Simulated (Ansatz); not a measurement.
**Notes on CoP**

```
Co P
1.0
     5.96940    0.00000    0.00000
     0.00000    4.81469    0.00000
     0.00000    0.00000    6.80290
Co P
8 8
Direct
  0.19450 0.01170 0.39680
  0.30550 0.98830 0.89680
  0.69450 0.48830 0.60320
  0.80550 0.51170 0.10320
  0.80550 0.98830 0.60320
  0.69450 0.01170 0.10320
  0.30550 0.51170 0.39680
  0.19450 0.48830 0.89680
  0.05890 0.17440 0.11270
  0.44110 0.82560 0.61270
  0.55890 0.32560 0.88730
  0.94110 0.67440 0.38730
  0.94110 0.82560 0.88730
  0.55890 0.17440 0.38730
  0.44110 0.67440 0.11270
  0.05890 0.32560 0.61270
```

Method: r2SCAN, no spin polarisation; PAW, plane waves to 500 eV, 6×7×5 Γ-centred mesh, fermi-dirac occupations (width 0.1 eV) (Ansatz 0.2.0), atoms fixed.

Q: Give the Bader charges.

A: Bader charges in e: Co +0.26, P -0.26. In the mean Co gives up most and P takes most.

Q: What is the formation energy?

A: -0.39 eV an atom against the elements' usual phases (free molecules for gases, crystals otherwise, with no correction for O₂ or N₂), so it is bound against them; other compounds may still compete. Relaxing would lower it.

Q: Is the cell too large or too small?

A: The pressure is -3.8 GPa (compression positive), so with the atoms held at these fractions the cell would first shrink. The principal stresses -9.2, -4.3, 2.1 GPa differ, so its shape would change too.

Q: Where is the largest force?

A: The largest is on P9 (and as large on other atoms): 0.77 eV/Å, components (-0.12, 0.61, 0.46). It makes 48° with the line to a nearest neighbour, Co4 at 2.22 Å.

Q: What happens at the Fermi level?

A: It is a metal, with about 7 states/eV a cell as the mean within 0.25 eV of the Fermi level, mostly Co d (72 %) and P p (20 %).

Origin: a known structure type with other elements, at an estimated volume, so it need not be a known compound. Caveats: no spin polarisation, so a magnetic state may lie lower.
